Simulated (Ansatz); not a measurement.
Ansatz input file:

```yaml
crystal:
  lattice:
    - [-2.7157685336, 2.7157685336, 2.7157685336]
    - [2.7157685336, -2.7157685336, 2.7157685336]
    - [2.7157685336, 2.7157685336, -2.7157685336]
  atoms:
    - { symbol: Rb, position: [0.0, 0.0, 0.0] }
basis:
  ecutwfc: 420
kpoints:
  mp_grid: { grid: [10, 10, 10] }
hamiltonian:
  xc: pbesol
scf:
  occupations: { method: gaussian, width: 0.1 }
output:
  forces: true
  stress: true
  eigenvalues: true
```

Command:
```bash
ansatz run input.yaml --threads 1 --pin off --max-ram 2560MiB --backend cpu --events-out ev --progress --plain --runs-dir out
```

These are results of DFT PBEsol, scalar-relativistic, plane waves, PAW (Ansatz 0.2.0), not measurements.

Part of what the program printed, abridged:

```
Pseudopotentials: kind: paw
Pseudopotential: Rb, paw, valence charge 9, recommended cutoff 420 eV (normal)
Functional definition: PBEsol
Crystal: 1 atom, lattice volume = 80.120 Å³
Basis set: ecut = 420 eV, 1553 PW (Γ), exchange–correlation on 64×64×64 points (8 copies of the dense FFT grid, shifted against one another)
Bands: 9, of which v1, the nominal top of the filled ones, is band 5 counted from 1 (4 counted from 0)
Symmetry: 48 space group operations
Space group: Im-3m (ITA 229), of the structure as read, at distance tolerance 4.3e-5 Å
k-points: 47 of 1000
Initial density: superposition of atomic densities (neutral atoms: chi_scale 0, normalization atom), corrected by the library's trained network
Initial wavefunctions: pseudopotential atomic-orbital guess
Functional: x = pbesol(κ = 0.804, μ = 0.12345679), c = pbesol(β = 0.046)
SCF iter   1: F=—  HF=-3216.986568 eV  |F-HF|=—  |Δ(HF+E_count)|=         —  Δρ=6.45e-4  dr2=1.23e-4  ethr=1.77e-3  ⟨swp⟩=6.9  Hψ=3504  notcnv=0
SCF iter   2: F=—  HF=-3216.987033 eV  |F-HF|=—  |Δ(HF+E_count)|=   4.65e-4  Δρ=2.98e-4  dr2=2.61e-5  ethr=1.37e-6  ⟨swp⟩=3.3  Hψ=1152  notcnv=0
SCF iter   3: F=—  HF=-3216.987044 eV  |F-HF|=—  |Δ(HF+E_count)|=   1.04e-5  Δρ=4.29e-5  dr2=1.44e-6  ethr=2.90e-7  ⟨swp⟩=2.4  Hψ=619  notcnv=0
SCF iter   4: F=—  HF=-3216.987044 eV  |F-HF|=—  |Δ(HF+E_count)|=   2.03e-7  Δρ=2.20e-5  dr2=6.26e-7  ethr=1.60e-8  ⟨swp⟩=1.0  Hψ=409  notcnv=0
SCF iter   5: F=-3216.987044 eV  HF=-3216.987044 eV  |F-HF|=1.75e-8  |Δ(HF+E_count)|=   6.42e-9  Δρ=6.00e-6  dr2=7.83e-8  ethr=6.95e-9  ⟨swp⟩=2.0  Hψ=574  notcnv=0
SCF iter   6: F=-3216.987044 eV  HF=-3216.987044 eV  |F-HF|=3.87e-10  |Δ(HF+E_count)|=   6.08e-9  Δρ=2.14e-6  dr2=4.78e-9  ethr=8.70e-10  ⟨swp⟩=4.4  Hψ=1948  notcnv=0
SCF 1 converged in 6 iterations: F = -3216.987044 eV  dr2 = 4.78e-9
SCF converged after 6 iterations
Free energy (F): -3216.987044 eV
Harris-Foulkes:  -3216.987044 eV  (|F-HF|=3.87e-10)
Internal energy: -3216.980674 eV  (E = F + TS)
E sigma→0 (E₀):  -3216.983859 eV
Entropy (-TS):   -0.006371 eV (-6.371 meV/atom)
Fermi energy:    2.438839 eV
--- Per-component energies (eV) ---
  E_band       = -113.738638
  E_kinetic    = 191.062409
  E_local      = -683.515908  (includes V_loc(G=0)·N_el)
  E_nonlocal   = 175.242878
  E_hartree    = 188.041332
  E_xc         = -127.897080
  E_vxc        = -134.465298  (∫ρ·V_xc dr)
  E_paw        = -2569.292470  (= ΣΔE_a)
  E_vpaw       = -38.146627  (= ΣTr[D̂ρ^β])
  E_aug_tail   = -0.000001  (compensation charges beyond the density's cutoff)
  E_ewald      = -390.745505
  E_core_change = 0.123671  (= ΣΔE_core)
  E_smearing   = -0.006371  (= −TS)
--- Forces (eV/Å), atoms counted from 1 ---
  atom   1  Rb     0.00000000     0.00000000     0.00000000
--- Stress (GPa, compression-positive) ---
        0.262229       0.000000       0.000000
        0.000000       0.262229       0.000000
        0.000000       0.000000       0.262229
  P = ⅓ Tr σ = 0.2622 GPa (2.622 kbar)
--- Band table (eV; the first three rows and the last of 47) ---
  k-point 0: bands = ["-26.3574", "-10.3862", "-10.3862", "-10.3862", "0.2828", "6.2273", "6.2273", "6.2273", "7.2686"]
  k-point 1: bands = ["-26.3567", "-10.4010", "-10.3909", "-10.3863", "0.4157", "6.0265", "6.0496", "6.3540", "7.0262"]
  k-point 2: bands = ["-26.3547", "-10.4392", "-10.4032", "-10.3864", "0.7996", "5.3543", "5.6839", "6.7282", "7.0093"]
  k-point 46: bands = ["-26.3435", "-10.4915", "-10.4915", "-10.4915", "3.6018", "3.6018", "6.0176", "6.0176", "6.0176"]
```

The calculation finished and met its thresholds.

The run took 1.8 s on 1 thread of Arm Neoverse V2, with other jobs on the host, peak memory 0.3 GiB.